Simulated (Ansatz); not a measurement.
Given:

SrCd2Ge2:
Space group I4/mmm (No. 139); a = b = 4.4537 Å, c = 11.7086 Å, α = β = γ = 90.00°

```csv
atom,site,symmetry,x,y,z
Sr,2a,4/mmm,0.0000,0.0000,0.0000
Ge,4e,4mm,0.0000,0.0000,0.3920
Cd,4d,-4m2,0.0000,0.5000,0.2500
```
(The calculation used a cell of 5 atoms; values per cell refer to that cell.)

This is the PBEsol-relaxed structure.

Question: All from PBEsol (plane waves, PAW; program Ansatz), unless another level is named. Predict the electronic character.

Answer: metallic (no gap).

Question: What about the density of states at the Fermi level?

Answer: 0.43 states/eV per atom (mean over ±0.08 eV).

Question: Next, the formation energy from the elements (no fitted shifts)?

Answer: -0.34 eV/atom.

Question: And the gap with spin–orbit coupling?

Answer: none (metallic).

The workflow started from an entry of the Crystallography Open Database (COD). Whether it is the stable phase at ambient conditions was not checked. Symmetry was held in the PBEsol relaxation; whether a distortion lowers the energy is not shown. The references are the lowest solids computed at this level, not always the standard phases. Spin–orbit coupling is left out wherever it is not named.

Potentials: the later of the program's two PAW sets.
